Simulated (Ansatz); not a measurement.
Relaxed-ion elastic tensor of ZnAu (CsCl type, space group No. 221) in GPa (Voigt order), the program Ansatz at the PBEsol level (PAW); density 14.23 g/cm³, 15.31 Å³ per atom.

```json
[
 {"": "1", "1": "151", "2": "139", "3": "139", "4": "0.0", "5": "0.0", "6": "0.0"},
 {"": "2", "1": "139", "2": "151", "3": "139", "4": "0.0", "5": "0.0", "6": "0.0"},
 {"": "3", "1": "139", "2": "139", "3": "151", "4": "0.0", "5": "0.0", "6": "0.0"},
 {"": "4", "1": "0.0", "2": "0.0", "3": "0.0", "4": "57.8", "5": "0.0", "6": "0.0"},
 {"": "5", "1": "0.0", "2": "0.0", "3": "0.0", "4": "0.0", "5": "57.8", "6": "0.0"},
 {"": "6", "1": "0.0", "2": "0.0", "3": "0.0", "4": "0.0", "5": "0.0", "6": "57.8"}
]
```

**Question.** Is the crystal mechanically stable?

**Answer.** Yes: the smallest eigenvalue of C is 12.5 GPa.

**Question.** Work out the Voigt, Reuss and Hill averages.

**Answer.** K_V = 143, K_R = 143, K_H = 143; G_V = 37.2, G_R = 13.4, G_H = 25.3 GPa.

**Question.** Give Young's modulus, Poisson's ratio, Pugh's ratio and the universal anisotropy index.

**Answer.** E = 9KG/(3K + G) = 71.6 GPa; ν = 0.42; K/G = 5.64 (ductile by the Pugh limit of 1.75); A_U = 5G_V/G_R + K_V/K_R − 6 = 8.86.

**Question.** Estimate the sound speeds and the Debye temperature.

**Answer.** v_l = √((K + 4G/3)/ρ) = 3520 m/s, v_t = √(G/ρ) = 1330 m/s, mean 1510 m/s; Θ = (h/k)(3n/4πV)^(1/3) v_m = 181 K.

**Question.** Give the Zener ratio and Young's modulus along [100], [110] and [111].

**Answer.** A = 2C44/(C11 − C12) = 9.28; 1/E = S11 − 2(S11 − S12 − S44/2)Γ with Γ = 0, 1/4, 1/3 gives 18.4, 54.1, 153 GPa.

**Question.** Solve the Christoffel equation for the three sound speeds along [100], [110], [111].

**Answer.** Eigenvalues of C_ijkl n_j n_l equal ρv². In km/s, slowest first: [100] 2.02, 2.02, 3.26; [110] 0.66, 2.02, 3.77; [111] 1.28, 1.28, 3.93.

Space group Pm-3m (CsCl type). The PBEsol relaxation kept the symmetry of its start; of distortions, only those at the zone centre were tested. As this level gives no gap, shear constants depend on the k-mesh and smearing (Fermi–Dirac, 0.1 eV here). Scalar-relativistic: spin–orbit coupling is off unless named, which matters more the heavier the elements.

Potentials: the later of the program's two PAW sets.
